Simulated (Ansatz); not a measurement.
The calculation used DFT PBE, scalar-relativistic, plane waves, PAW (Ansatz). Settings of the last relaxation (12-atom cell): 420 eV, 12×12×2 k points, Gaussian smearing of 0.02 eV, no spin polarisation.

Formation energies are uncorrected and refer to the elements' standard structures at the same level. The references include black phosphorus.

**Question.** Propose a candidate for a hexagonal semiconductor with formula Ga3As2P, with a gap near 0.5 eV, a formation energy near −0.36 eV/atom and about 23 Å³ per atom, in a cell of 12 atoms. Its symmetry should be P6_3mc (No. 186).

**Answer.** Ga3As2P, space group P6_3mc (No. 186). Around Ga on its first site lie 4 As at 2.46–2.49 Å; Ga on its second site has 3 P at 2.43 Å and 1 As at 2.49 Å; around P lie 4 Ga at 2.40–2.43 Å; As on its first site is surrounded by 4 Ga at 2.46–2.49 Å; 2 more sites not described.

```xyz
12
Lattice="3.9920 0.0000 0.0000 -1.9960 3.4572 0.0000 0.0000 0.0000 19.7519" Properties=species:S:1:pos:R:3 pbc="T T T"
Ga    1.9960    1.1524    3.2929
Ga    1.9960    1.1524    9.8112
Ga    1.9960    1.1524   16.5259
Ga    0.0000    2.3048   19.6871
Ga    0.0000    2.3048    6.6500
Ga    0.0000    2.3048   13.1688
P     1.9960    1.1524   18.9246
P     0.0000    2.3048    9.0487
As    1.9960    1.1524    5.7819
As    1.9960    1.1524   12.3062
As    0.0000    2.3048    2.4302
As    0.0000    2.3048   15.6579
```

The volume per atom is 22.72 Å³, the density is 4.75 g/cm³ and the energy over the elements is −0.359 eV/atom. The gap on the 12×12×2 mesh of the 12-atom cell is 0.53 eV.

It was reached by relaxing an invented guess, and it needn't be the stable form of this composition. The answer needn't be unique; the calculation gave this one.

Kohn–Sham gaps at this level usually fall short of measured ones. The reference forms of As and P are held partly by dispersion forces, which this level lacks. Symmetry constrained the relaxation, so the result can be a saddle point.
